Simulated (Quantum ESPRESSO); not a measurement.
pw.x input (Quantum ESPRESSO 7.5; PBEsol, PseudoDojo standard norm-conserving files, scalar-relativistic):

```
&CONTROL
  calculation = 'scf'
  pseudo_dir = './pseudo'
  outdir = './out'
  tprnfor = .true.
  tstress = .true.
/
&SYSTEM
  ibrav = 0
  nat = 7
  ntyp = 3
  ecutwfc = 74.0
  ecutrho = 296.0
  occupations = 'smearing'
  smearing = 'fd'
  degauss = 0.002
  nbnd = 26
  assume_isolated = '2D'
/
&ELECTRONS
  conv_thr = 7.000000000000001e-10
/
ATOMIC_SPECIES
Li 6.9400 Li.upf
S 32.0600 S.upf
W 183.8400 W.upf
CELL_PARAMETERS angstrom
  5.974837413000   0.000000000000   0.000000000000
  0.000000000000   5.974837413000   0.000000000000
  0.000000000000   0.000000000000  15.500000000000
ATOMIC_POSITIONS crystal
Li   0.000000000000   0.500000000000   0.000000000000
Li   0.500000000000   0.000000000000   0.000000000000
S   0.785161867000   0.785161867000   0.079676170900
S   0.785161867000   0.214838133000  -0.079676170900
S   0.214838133000   0.214838133000   0.079676170900
S   0.214838133000   0.785161867000  -0.079676170900
W   0.000000000000   0.000000000000   0.000000000000
K_POINTS automatic
4 4 1 0 0 0
```

End of the output:

```
     total energy              =    -268.82321240 Ry
     estimated scf accuracy    <       0.00000030 Ry
     total energy              =    -268.82321240 Ry
     estimated scf accuracy    <       0.00000004 Ry
     total energy              =    -268.82321241 Ry
     estimated scf accuracy    <          2.8E-09 Ry
[...]
     the Fermi energy is    -5.0076 ev
!    total energy              =    -268.82321241 Ry
     estimated scf accuracy    <          2.7E-10 Ry
     smearing contrib. (-TS)   =      -0.00000000 Ry
     internal energy E=F+TS    =    -268.82321241 Ry
     The total energy is F=E-TS. E is the sum of the following terms:
     one-electron contribution =   -1114.44414791 Ry
     hartree contribution      =     549.05114368 Ry
     xc contribution           =     -64.42536604 Ry
     ewald contribution        =     360.99515786 Ry
     convergence has been achieved in  13 iterations
     Forces acting on atoms (cartesian axes, Ry/au):
     atom    1 type  1   force =     0.00000000    0.00000000    0.00000000
     atom    2 type  1   force =     0.00000000    0.00000000    0.00000000
     atom    3 type  2   force =     0.00044899    0.00044899    0.00031782
     atom    4 type  2   force =     0.00044899   -0.00044899   -0.00031782
     atom    5 type  2   force =    -0.00044899   -0.00044899    0.00031782
     atom    6 type  2   force =    -0.00044899    0.00044899   -0.00031782
     atom    7 type  3   force =     0.00000000    0.00000000    0.00000000
     Total force =     0.001420     Total SCF correction =     0.000019
```
In a gapped system the printed Fermi energy is only some level inside the gap.

Spin-orbit coupling is not included.

Geometry relaxed with PBEsol.
